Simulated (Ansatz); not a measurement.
VN:
```xyz
2
Lattice="0.0000 2.0211 2.0211 2.0211 0.0000 2.0211 2.0211 2.0211 0.0000" Properties=species:S:1:pos:R:3 pbc="T T T"
V      0.0000     0.0000     0.0000
N      2.0211     2.0211     2.0211
```

Relaxed with LDA. Special points in fractions of this cell's reciprocal vectors: Γ (0.000, 0.000, 0.000); X (0.500, 0.000, 0.500); U (0.625, 0.250, 0.625); K (0.375, 0.375, 0.750); L (0.500, 0.500, 0.500); W (0.500, 0.250, 0.750).

List the band energies nearest the Fermi level at these points for the program Ansatz at the LDA level (PAW).

In eV from the Fermi level; about four levels below and three above (degenerate sets whole), none deeper than 8.9 eV; … stands for higher levels left out; points with the same levels are listed once.

| k | below | above |
|---|---|---|
| Γ | -2.30 -2.30 -2.30 -1.68 -1.68 -1.68 | … |
| X | -6.85 -4.18 -3.76 -3.76 | 0.54 1.37 1.37 |
| U | -6.84 -6.74 -5.30 -1.26 | 0.97 1.46 3.00 |
| L | -6.48 -6.48 | 0.68 0.68 1.64 |
| W | -6.48 -6.48 -6.29 | 0.16 0.16 1.38 |

Space group Fm-3m (rock salt). Symmetry was held in the LDA relaxation; of distortions, only those at the zone centre were tested. The run is not spin-polarised.

Potentials: the later of the program's two PAW sets.
